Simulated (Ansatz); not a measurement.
Data:

Si:
```cif
data_Si4
_chemical_formula_sum 'Si4'
_space_group_name_H-M_alt 'P 1'
_space_group_IT_number 1
_cell_length_a 5.04467
_cell_length_b 5.04467
_cell_length_c 5.04467
_cell_angle_alpha 98.223
_cell_angle_beta 98.223
_cell_angle_gamma 135.557
loop_
_space_group_symop_operation_xyz
  'x, y, z'
loop_
_atom_site_label
_atom_site_type_symbol
_atom_site_fract_x
_atom_site_fract_y
_atom_site_fract_z
_atom_site_occupancy
Si1 Si 0.17880 0.17880 0.35760 1
Si2 Si 0.82120 0.82120 0.64240 1
Si3 Si 0.17880 0.82120 0.00000 1
Si4 Si 0.82120 0.17880 0.00000 1
```

This is the LDA-relaxed structure.

Q: All from LDA (plane waves, PAW; program Ansatz), unless another level is named. Predict the smallest direct gap on the standard path.

A: 0.27 eV.

Q: Predict the electron effective mass.

A: 0.33, 0.33, 0.46 mₑ (principal values).

Q: Next, the valence-band maximum?

A: at M.

Q: What about the conduction-band minimum?

A: on the Γ–Z line, 46 % of the way from Γ (2 equivalent valleys).

Space group I4/mmm. The workflow started from a Materials Project entry (that database holds measured and hypothetical structures alike); the Crystallography Open Database copy checked does not list it. It is not the phase usual at ambient conditions (space group No. 227). The LDA relaxation kept the symmetry of its start; phonons on a q-mesh show no instability.

Potentials: the later of the program's two PAW sets.
